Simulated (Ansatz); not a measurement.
Does this entry for Na3ZnPCO7 lie near equilibrium?

The cell is a Materials Project structure (computed, not necessarily an observed phase), atoms as given.

```yaml
crystal:
  lattice:
    - [5.31186, 0.00000, 0.00000]
    - [0.00000, 6.60228, 0.00000]
    - [-0.14860, 0.00000, 8.99351]
  atoms:
    - { symbol: Na, position: [0.00688, 0.51165, 0.00214] }
    - { symbol: Na, position: [0.44551, 0.80866, 0.16862] }
    - { symbol: Na, position: [0.49609, 0.50904, 0.48826] }
    - { symbol: Na, position: [0.50391, 0.00904, 0.51174] }
    - { symbol: Na, position: [0.55449, 0.30866, 0.83138] }
    - { symbol: Na, position: [0.99312, 0.01165, 0.99786] }
    - { symbol: Zn, position: [0.01703, 0.25983, 0.29912] }
    - { symbol: Zn, position: [0.98297, 0.75983, 0.70088] }
    - { symbol: P, position: [0.98019, 0.76005, 0.34599] }
    - { symbol: P, position: [0.01981, 0.26005, 0.65401] }
    - { symbol: C, position: [0.49160, 0.25943, 0.15116] }
    - { symbol: C, position: [0.50840, 0.75943, 0.84884] }
    - { symbol: O, position: [0.32688, 0.25609, 0.04213] }
    - { symbol: O, position: [0.73279, 0.25761, 0.11956] }
    - { symbol: O, position: [0.06799, 0.94761, 0.25317] }
    - { symbol: O, position: [0.06008, 0.57172, 0.25280] }
    - { symbol: O, position: [0.42077, 0.26055, 0.28774] }
    - { symbol: O, position: [0.69503, 0.76708, 0.37043] }
    - { symbol: O, position: [0.12938, 0.75608, 0.49796] }
    - { symbol: O, position: [0.87062, 0.25608, 0.50204] }
    - { symbol: O, position: [0.30497, 0.26708, 0.62957] }
    - { symbol: O, position: [0.57923, 0.76055, 0.71227] }
    - { symbol: O, position: [0.93993, 0.07172, 0.74720] }
    - { symbol: O, position: [0.93201, 0.44760, 0.74683] }
    - { symbol: O, position: [0.26721, 0.75761, 0.88044] }
    - { symbol: O, position: [0.67312, 0.75609, 0.95787] }
```

Sites (sets of like atoms) are named by element and the number of their first atom in this list.

All values are calculated (Ansatz; DFT, PBE, plane waves and PAW, scalar-relativistic, 420 eV cutoff, Γ-centred 4×3×3 k-points, Fermi–Dirac smearing 0.02 eV), not measured.

(1) Do the atoms and the cell lie near the calculated equilibrium?

Results:

(1) Nearly. The largest force is 0.50 eV/Å, on atom 13 (O: 1 C at 1.30 Å, 3 Na at 2.29–2.43 Å; also 1 Zn at 2.86 Å, 1 Na at 3.22 Å), and the pressure is -0.2 GPa. Relaxing the atoms is still advisable, since electric field gradients respond to shifts of a few hundredths of an ångström.
